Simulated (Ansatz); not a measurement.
Simulated powder pattern, Cu Kα, λ = 1.54184 Å (kinematic, ideal powder, no thermal factors, no anomalous dispersion; the 30 strongest lines at most, above 1 %, up to 2θ = 90°):

| 2θ (°) | d (Å) | I/Imax (%) |
|---|---|---|
| 27.44 | 3.250 | 100 |
| 31.79 | 2.815 | 19 |
| 45.58 | 1.990 | 60 |
| 54.03 | 1.697 | 44 |
| 56.64 | 1.625 | 4.9 |
| 66.43 | 1.407 | 9.5 |
| 73.31 | 1.291 | 18 |
| 75.54 | 1.259 | 6.2 |
| 84.28 | 1.149 | 20 |

The pattern belongs to a structure relaxed with plane-wave PAW LDA (Ansatz code).

**Question.** Which compound is it?
A) Re, hcp (Mg type)
B) AlAs, zinc blende
C) C, diamond
D) W, bcc (W type)

**Answer.** B, AlAs, zinc blende

**Question.** Give the lattice parameters.

**Answer.** a = 5.629 Å.

Space group F-43m (zinc blende). The LDA relaxation kept the symmetry of its start; phonons on a q-mesh show no instability.

Potentials: the later of the program's two PAW sets.
